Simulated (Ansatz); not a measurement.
The relaxed structure here is a generated cell of B6P: the first start was made by a random draw of sites in a space group, and the end was not matched to a known phase here, so it may be hypothetical.

The end point of a relaxation of B₆P. These are r2SCAN (plane waves to 500 eV, PAW, scalar-relativistic; Ansatz, a first-principles code) values and carry that method's errors.

```
CELL_PARAMETERS angstrom
      3.75032     0.00000     0.00000
      0.00000     3.75032     0.00000
      0.00000     0.00000     3.75032
ATOMIC_POSITIONS crystal
  B  0.27152 0.50000 0.00000
  B  0.72848 0.50000 0.00000
  B  0.00000 0.27152 0.50000
  B  0.00000 0.72848 0.50000
  B  0.50000 0.00000 0.27152
  B  0.50000 0.00000 0.72848
  P  0.00000 0.00000 0.00000
```

Question: Find the space group and the Wyckoff positions (tolerance 0.01 Å).

Answer: Space group Pm-3 (No. 200); a = 3.7503 Å, b = 3.7503 Å, c = 3.7503 Å, α = 90.00°, β = 90.00°, γ = 90.00°

```tsv
atom	site	symmetry	x	y	z
B	6g	mm2..	0.0000	0.2715	0.5000
P	1a	m-3.	0.0000	0.0000	0.0000
```

Question: Give the shortest distances between elements (the closest pairs, up to four, under 3.6 Å).

Answer: B–B 1.71 Å; B–P 2.13 Å.

| Item | Result |
|---|---|
| Volume per atom | 7.54 Å³ |
| Band gap | zero (metallic) |

No spin polarisation in the result. The relaxed primitive cell holds an odd number of electrons. A magnetic state may lie lower.

The run could not lose the symmetry of its start: the end is stationary, and may be a saddle point rather than a minimum.
